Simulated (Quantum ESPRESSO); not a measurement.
**Band energies of BaTiP2O8**

```
BaTiP2O8
1.0
    4.15405    -2.62833     0.00000
    4.15405     2.62833     0.00000
   -0.56505     0.00000     7.82076
O P Ti Ba
8 2 1 1
Direct
  0.31362   0.31362   0.38833
  0.68638   0.68638   0.61167
  0.23163   0.71295   0.17968
  0.76837   0.28705   0.82032
  0.28705   0.76837   0.82032
  0.71295   0.23163   0.17968
  0.22596   0.22596   0.06517
  0.77404   0.77404   0.93483
  0.36665   0.36665   0.20565
  0.63335   0.63335   0.79435
  0.00000   0.00000   0.00000
  0.00000   0.00000   0.50000
```

LDA (Quantum ESPRESSO, PseudoDojo norm-conserving, 84 Ry, without SOC); path ΓYFLI,I1ZF1,YX1,XΓN,MΓ; energies in eV from the valence-band maximum.

| k (1/Å) | point | band 36 | band 37 | band 38 | band 39 | band 40 | band 41 | band 42 | band 43 |
|---|---|---|---|---|---|---|---|---|---|
| 0.00 | Γ | -0.76 | -0.50 | -0.34 | -0.11 | -0.08 | 2.61 | 2.96 | 3.08 |
| 0.64 |  | -0.79 | -0.63 | -0.43 | -0.36 | -0.19 | 2.67 | 2.92 | 3.27 |
| 1.06 | Y | -1.15 | -0.62 | -0.53 | -0.22 | -0.04 | 2.62 | 2.87 | 3.40 |
| 1.31 |  | -0.91 | -0.65 | -0.51 | -0.37 | -0.05 | 2.64 | 2.88 | 3.36 |
| 1.55 | F | -0.70 | -0.67 | -0.49 | -0.48 | -0.07 | 2.67 | 2.92 | 3.24 |
| 1.96 |  | -1.07 | -0.66 | -0.48 | -0.30 | -0.06 | 2.63 | 2.90 | 3.35 |
| 2.38 | L | -0.67 | -0.61 | -0.52 | -0.29 | -0.23 | 2.65 | 2.84 | 3.41 |
| 2.38 | I | -1.12 | -0.63 | -0.56 | -0.49 | -0.44 | 2.92 | 3.11 | 3.27 |
| 3.53 | I1 | -1.12 | -0.63 | -0.56 | -0.49 | -0.44 | 2.92 | 3.11 | 3.27 |
| 4.14 |  | -0.72 | -0.68 | -0.48 | -0.26 | -0.11 | 2.79 | 2.98 | 3.14 |
| 4.35 | Z | -0.73 | -0.69 | -0.45 | -0.14 | 0.00 | 2.65 | 2.97 | 3.11 |
| 4.66 |  | -0.76 | -0.67 | -0.44 | -0.43 | -0.08 | 2.68 | 2.99 | 3.15 |
| 5.29 |  | -0.69 | -0.62 | -0.50 | -0.43 | -0.13 | 2.66 | 2.86 | 3.36 |
| 5.45 | F1 | -0.70 | -0.67 | -0.49 | -0.48 | -0.07 | 2.67 | 2.92 | 3.24 |
| 5.45 | Y | -1.15 | -0.62 | -0.53 | -0.22 | -0.04 | 2.62 | 2.87 | 3.40 |
| 5.57 | X1 | -1.16 | -0.64 | -0.60 | -0.23 | -0.07 | 2.68 | 2.89 | 3.38 |
| 5.57 | X | -1.16 | -0.64 | -0.60 | -0.23 | -0.07 | 2.68 | 2.89 | 3.38 |
| 5.93 |  | -0.95 | -0.89 | -0.63 | -0.38 | -0.29 | 2.94 | 3.14 | 3.18 |
| 6.64 | Γ | -0.76 | -0.50 | -0.34 | -0.11 | -0.08 | 2.61 | 2.96 | 3.08 |
| 7.12 |  | -0.90 | -0.59 | -0.49 | -0.41 | -0.30 | 2.91 | 3.04 | 3.16 |
| 7.44 | N | -0.85 | -0.59 | -0.56 | -0.54 | -0.39 | 2.96 | 3.11 | 3.26 |
| 7.44 | M | -1.01 | -0.60 | -0.54 | -0.46 | -0.32 | 2.95 | 3.07 | 3.21 |
| 8.15 | Γ | -0.76 | -0.50 | -0.34 | -0.11 | -0.08 | 2.61 | 2.96 | 3.08 |

The LDA gap is indirect, 2.61 eV, from Z to Γ; the smallest direct gap is 2.65 eV. Another conduction extremum on the path lies within 0.02 eV, too close to call.

Geometry of the Materials Project entry, not relaxed at this level.

The structure is a Materials Project entry; no match was found in the copy of COD used, and its stability was not checked.
